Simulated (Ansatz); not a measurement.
Notes on TlSi

```yaml
crystal:
  lattice:
    - [2.04824, 3.54766, 0.00000]
    - [-2.04824, 3.54766, 0.00000]
    - [0.00000, 0.00000, 13.38285]
  atoms:
    - { symbol: Tl, position: [0.00000, 0.00000, 0.00000] }
    - { symbol: Tl, position: [0.00000, 0.00000, 0.50000] }
    - { symbol: Tl, position: [0.33333, 0.33333, 0.25000] }
    - { symbol: Tl, position: [0.66667, 0.66667, 0.75000] }
    - { symbol: Si, position: [0.00000, 0.00000, 0.18750] }
    - { symbol: Si, position: [0.00000, 0.00000, 0.68750] }
    - { symbol: Si, position: [0.33333, 0.33333, 0.43750] }
    - { symbol: Si, position: [0.66667, 0.66667, 0.93750] }
```

Single point in Ansatz 0.2.0 with PBE, no spin polarisation. Cutoff 420 eV, PAW datasets, 10×10×3 Γ-centred k mesh, cold filling (width 0.164 eV).

**Formation energy.** 0.89 eV an atom against the elements' usual phases (free molecules for gases, crystals otherwise, with no correction for O₂ or N₂), so at this geometry it isn't bound against them. Relaxing would lower it.
**Electronic structure.** It is a metal, with about 5.3 states/eV a cell as the mean within 0.25 eV of the Fermi level, mostly Si p (61 %) and Tl p (32 %).
**Forces.** The largest is on Tl1 (and as large on other atoms): 0.18 eV/Å, components (0.00, 0.00, 0.18). It makes 109° with the line to a nearest neighbour, Si8 at 2.51 Å.
**Charges.** Bader charges in e: Tl -0.24, Si +0.24. In the mean Si gives up most and Tl takes most, against the order of Pauling's electronegativities.

Origin: a known structure type with other elements, at an estimated volume, so it need not be a known compound. Caveats: wide smearing.
